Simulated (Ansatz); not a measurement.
Data:

Ag$_{2}$O:
```yaml
crystal:
  lattice:
    - [4.63686, 0.00000, 0.00000]
    - [0.00000, 4.63686, 0.00000]
    - [0.00000, 0.00000, 4.63686]
  atoms:
    - { symbol: Ag, position: [0.75000, 0.75000, 0.75000] }
    - { symbol: Ag, position: [0.75000, 0.25000, 0.25000] }
    - { symbol: Ag, position: [0.25000, 0.25000, 0.75000] }
    - { symbol: Ag, position: [0.25000, 0.75000, 0.25000] }
    - { symbol: O, position: [0.00000, 0.00000, 0.00000] }
    - { symbol: O, position: [0.50000, 0.50000, 0.50000] }
```

This is the LDA-relaxed structure.

**Question.** All from DFT-LDA in the program Ansatz with PAW potentials, unless another level is named. Predict the hole effective mass, band 2 of 3 at the edge.

**Answer.** 1.9 along [100], 0.45 along [110], 0.27 along [111] (mₑ).

**Question.** What about the valence-band maximum?

**Answer.** at Γ.

**Question.** And the weight of the conduction-edge state by species (Voronoi cells)?

**Answer.** Ag 77 %, O 23 %.

**Question.** And the weight of the valence-edge state by species (Voronoi cells)?

**Answer.** Ag 72 %, O 28 %.

Space group Pn-3m. Symmetry was held in the LDA relaxation. At this level the phase is mechanically unstable. No spin polarisation was allowed. Spin–orbit coupling is left out wherever it is not named.

Potentials: the later of the program's two PAW sets.

Edges and masses are those of Kohn–Sham bands, whose gap is no quasiparticle gap.
